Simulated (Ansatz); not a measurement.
One crystal and one scan (scan of one atom of the cell) at two levels, PBE (plane waves to 420 eV, PAW, scalar-relativistic; Ansatz, a first-principles code) and r2SCAN (plane waves to 500 eV, PAW, scalar-relativistic; Ansatz), each from its own relaxed cell and on its own mesh.

The crystal is Se (trigonal-Se type, space group P3_121); one Se atom of a 6-atom cell moves by s along Cartesian [110], with its periodic images.

Energies are smeared free energies. Se was relaxed with its symmetry unable to fall. As the smearing reaches across the gap at some points, energies and forces of such displacements shift with the k mesh and the smearing.

```tsv
quantity	run 1	run 2
Lattice constant a (Å)	4.506	4.535
Lattice constant c (Å)	4.991	5.041
Relaxed volume (Å³/atom)	29.25	29.92
Band gap of the relaxed cell, no spin-orbit coupling (eV)	1.33	1.04
Force constant k = d²E/ds² at s = 0 (finite differences) (eV/Å²)	5.88	5.25
```

Task: Which run is which level?

Result: Run 2 is PBE, run 1 is r2SCAN. PBE gives the higher value for: lattice constant a; lattice constant c; relaxed volume. PBE gives the lower value for: band gap of the relaxed cell, no spin-orbit coupling; force constant k = d²E/ds² at s = 0. Both give the same shape of the curve: a single well with its minimum at or next to zero displacement.

(A displaced cell: forces are minus the slopes of the energy, force constants its curvatures, and phonons follow from these.)
